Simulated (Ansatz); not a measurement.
Te in space group Pm-3m (No. 221; Te on 1b) under volume change, r²SCAN+D4 in the plane-wave PAW code Ansatz, shape and atoms relaxed at each volume.

```csv
V (Å³/atom),E − E(relaxed) (meV/atom),P (GPa)
29.107,54.9,6.64
30.066,___,___
31.026,___,___
31.985,0.0,0.00
32.945,4.8,-1.57
33.905,18.3,-2.89
34.864,39.0,-3.98
```

What belongs in the gaps?


- 30.066, E − E(relaxed) (meV/atom): 23.1
- 30.066, P (GPa): 4.06
- 31.026, E − E(relaxed) (meV/atom): 5.5
- 31.026, P (GPa): 1.87

What does a third-order Birch–Murnaghan fit give for V₀, B₀ and B′?

V₀ = 31.99 Å³/atom, B₀ = 56.6 GPa, B′ = 4.6.

The start of the workflow was typed in or built on a structure type; neither database checked (COD, Materials Project) lists it. It is not the phase usual at ambient conditions (space group No. 152). The r²SCAN+D4 relaxation kept the symmetry of its start; its stability against distortions is not shown here. Scalar-relativistic: spin–orbit coupling is off unless named, which matters more the heavier the elements.

Potentials: the earlier of the program's two PAW sets.
